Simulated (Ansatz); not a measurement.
Single point in Ansatz 0.2.0 with r2SCAN, no spin polarisation. Cutoff 500 eV, PAW datasets, 10×10×5 Γ-centred k mesh, fermi-dirac filling (width 0.0816 eV).

Computed maps in the lattice plane spanned by b (left to right, 3.86 Å, 12 points from zero) and c (bottom to top, 6.45 Å, 20 points from zero), 90° apart, at height 0.333 along a. The fields are smooth PAW ones with compensation charges, not the true ones near nuclei.

Valence density. Digits on a logarithmic scale: 0 up to 0.03 e/Å³, each further digit a factor of 1.6, 9 from 1.3 e/Å³ up:
```
211111112222
322111223333
433333334444
544555445555
556787655565
568999865555
569999965555
568999865444
457999754333
445676544333
445666544444
556777655444
567777765555
567646765545
577515775444
567767765434
456777654323
345666543212
233444332111
122222221111
```

ELF. Ten even steps from '0' (0.00) to '9' (0.88):
```
100000001222
421000124666
642111246888
752222257888
742212247888
621000126777
421000124666
321000123444
212101212222
222222222111
245555542111
368888863212
488757884222
698101896322
798000897323
799414997323
699999996212
479999974101
146888641000
012333210000
```

**Question.** The cell is LiZn$_{2}$P$_{2}$. Which atoms lie within 0.2 Å of this plane, and where (fractions of b and c)?

**Answer.** Zn at (0.33, 0.63), P at (0.33, 0.26). The whole cell:
```
Zn P Li
1.0
     1.92976    3.34244    0.00000
    -1.92976    3.34244    0.00000
     0.00000    0.00000    6.45070
Zn P Li
2 2 1
Cartesian
  -0.0002 2.2284 4.0897
  0.0002 4.4565 2.3610
  -0.0002 2.2284 1.6701
  0.0002 4.4565 4.7806
  0.0000 0.0000 0.0000
```

Origin: a known structure type with other elements, at an estimated volume, so it need not be a known compound.
